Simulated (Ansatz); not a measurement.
Structure relaxation, Ti

The start is a relaxed Ti cell, doubled along one cell vector, shaken by Gaussian noise of σ = 0.08 Å a coordinate. A full variable-cell relaxation at zero pressure is run with r2SCAN (plane waves to 500 eV, PAW, scalar-relativistic; Ansatz, a first-principles code). First-step values are on the input's coarse k-mesh.

Ansatz input (later rounds restart from its end on a renewed k-mesh):
Ansatz 0.2 input:
```yaml
crystal:
  lattice:
    - [-1.6958445467, 1.6958445467, 1.4967096375]
    - [3.3916890934, -3.3916890934, 2.993419275]
    - [1.6958445467, 1.6958445467, -1.4967096375]
  atoms:
    - { symbol: Ti, position: [0.0018575021, 0.0025843176, 0.0116948818] }
    - { symbol: Ti, position: [0.034257171, 0.4877768021, -0.0079052282] }
basis: { ecutwfc: 500, ecutrho_ratio: 4, xc_grid: 4, fft_grid_basis: typed }
kpoints: { mp_grid: { grid: [14, 7, 13] } }
hamiltonian:
  xc: r2scan
  dispersion: none
  pseudopotentials: { azcp: { folder: ./paw }, kind: paw }
scf: { occupations: { method: fermi_dirac, width: 0.05 } }
relax: { f_tol: 0.01, max_steps: 100, cell: { stress_tol: 0.02 } }
output: { forces: true, stress: true }
```

### Question
Which atoms feel the largest initial force, and how large is it?

### Answer
0.31 eV/Å, on Ti1, Ti2 (atoms numbered as listed).

### Question
How much energy is released per atom?

### Answer
0.12 eV/atom.

### Question
How does the volume change?

### Answer
+0.5 %, from 17.22 to 17.31 Å³/atom.

### Question
Does it find its way back to the structure it was made from?

### Answer
It does not go back: it reaches P6₃/mmc (No. 194), hcp (Mg type), 0.12 eV/atom below the parent.

### Question
What band gap does the relaxed structure have at this level?

### Answer
Zero (metallic).

### Question
Give the final cell and atomic positions.

### Answer

Space group P6₃/mmc (No. 194); a = 2.936 Å, b = 2.936 Å, c = 4.637 Å, α = 90.00°, β = 90.00°, γ = 120.00°

```csv
atom,site,symmetry,x,y,z
Ti,2c,-6m2,0.3333,0.6667,0.2500
```

Final values are on a 18×18×10 k-mesh of the relaxed cell. No spin polarisation in the result.

The run could not lose the symmetry of its start.

Of the parent cell (I4/mmm (No. 139)): it is a generated cell of Ti: the first start was made by placing the elements on the sites of a structure type, and the end was not matched to a known phase here, so it may be hypothetical. Known forms of Ti include space group No. 194.
